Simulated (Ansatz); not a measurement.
**In, simple cubic: geometry optimisation**

Computed with DFT, BLYP, plane waves (420 eV) with PAW, scalar-relativistic in Ansatz 0.2.0. The PAW files were generated under PBE, with cores re-solved for the functional.

k-point mesh 10×10×10, Fermi-Dirac smearing 0.1 eV, no spin polarisation. Cell and atoms relax.

Starting structure:

```yaml
crystal:
  lattice:
    - [3.0450626401, 0.0, 0.0]
    - [0.0, 3.0450626401, 0.0]
    - [0.0, 0.0, 3.0450626401]
  atoms:
    - { symbol: In, position: [0.0, 0.0, 0.0] }
hamiltonian:
  xc: blyp
  pseudopotentials:
    kind: paw
    azcp:
      In: "pseudopotentials/In.paw.azcp"
basis:
  ecutwfc: 420
  fft_grid_basis: typed
kpoints:
  mp_grid: { grid: [10, 10, 10], shift: [0, 0, 0] }
magnetization:
  spin_polarized: false
scf:
  occupations: { method: fermi_dirac, width: 0.1 }
relax:
  max_steps: 60
  f_tol: 0.01
  cell: {}
```

What cell does the relaxation end in?

Pm-3m with a = 3.214 Å; 33.19 Å³ per atom against 28.24 at the start (17.5 %).

How much energy does the relaxation gain?

62.8 meV per atom.
